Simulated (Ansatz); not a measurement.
Relaxing a structure of WS2

The start is a generated cell, WS2 built in the rutile structure type. The cell and all atomic positions are relaxed at zero pressure with PBEsol (plane waves to 420 eV, PAW, scalar-relativistic; Ansatz, a first-principles code). The first steps use a coarse 4×4×6 k-mesh.

The start:
```
WS2
1.0
    5.87013     0.00000     0.00000
    0.00000     5.87013     0.00000
    0.00000     0.00000     3.78039
W S
2 4
Direct
  0.00000   0.00000   0.00000
  0.50000   0.50000   0.50000
  0.30496   0.30496   0.00000
  0.80496   0.19504   0.50000
  0.19504   0.80496   0.50000
  0.69504   0.69504   0.00000
```

Problem. What pressure does the first self-consistent step give?

Solution. -17 GPa (negative: the cell is under tension).

Problem. Which atoms feel the largest initial force, and how large is it?

Solution. About 0.2 eV/Å, on S3, S4, S5, S6 (atoms numbered as listed).

Problem. How do the shortest distances between atoms change?

Solution. The closest pairs of elements (up to four, under 3.6 Å), start → end: S–W 2.49 → 2.35 Å; W–W 3.78 → 3.17 Å; S–S 3.24 → 3.17 Å.

Problem. Is the relaxed structure metallic? Give its gap.

Solution. No gap (metallic).

Problem. Give the final cell and atomic positions.

Solution. 
Space group P4₂/mnm (No. 136); a = b = 5.8313 Å, c = 3.1738 Å, α = β = γ = 90.00°

```json
[
 {"atom": "W", "site": "2a", "symmetry": "m.mm", "x": "0.0000", "y": "0.0000", "z": "0.0000"},
 {"atom": "S", "site": "4g", "symmetry": "m.2m", "x": "0.2145", "y": "0.2145", "z": "0.5000"}
]
```

The space group stays P4₂/mnm (No. 136) (the run could not lower it); the end is rutile type, with 6 atoms in the primitive cell. Final values are on a 8×8×15 k-mesh of the relaxed cell. No spin polarisation in the result.

The run could not lower the symmetry of its start; a shaken copy of this end point relaxes with PBEsol to Pnnm (No. 58), 0.07 eV/atom lower.

The relaxed structure here is a generated cell of WS2: the first start was made by placing the elements on the sites of a structure type, and the end was not matched to a known phase here, so it may be hypothetical. Known forms of WS2 include space group No. 194.
